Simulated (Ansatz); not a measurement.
(111) slab cut from the bulk of Rh, Fm-3m (No. 225); the slab's formula is Rh:

```yaml
crystal:
  lattice:
    - [2.65426, 0.00000, 0.00000]
    - [-1.32713, 2.29866, 0.00000]
    - [0.00000, 0.00000, 25.83597]
  atoms:
    - { symbol: Rh, position: [0.66667, 0.33333, 0.29029] }
    - { symbol: Rh, position: [0.33333, 0.66667, 0.37418] }
    - { symbol: Rh, position: [0.00000, 0.00000, 0.45806] }
    - { symbol: Rh, position: [0.66667, 0.33333, 0.54194] }
    - { symbol: Rh, position: [0.33333, 0.66667, 0.62582] }
    - { symbol: Rh, position: [0.00000, 0.00000, 0.70971] }
```

These are results of DFT LDA, scalar-relativistic, plane waves, PAW (Ansatz), not measurements. Plane waves to 420 eV, a k mesh through Γ of 15×15×1 on the computed 6-atom cell and Gaussian smearing (0.10 eV); no spin polarisation. The cell repeats along c with a dipole correction in the vacuum.

Task: What forces act on the atoms?

Result:
| atom | Fx (eV/Å) | Fy (eV/Å) | Fz (eV/Å) |
| --- | --- | --- | --- |
| Rh1 | 0.000 | 0.000 | 0.374 |
| Rh2 | 0.000 | 0.000 | -0.239 |
| Rh3 | 0.000 | 0.000 | -0.235 |
| Rh4 | 0.000 | 0.000 | 0.235 |
| Rh5 | 0.000 | 0.000 | 0.239 |
| Rh6 | 0.000 | 0.000 | -0.374 |

Cost: 1 run of about 0.52 core-minutes, on Arm Neoverse V2 (shared hosts).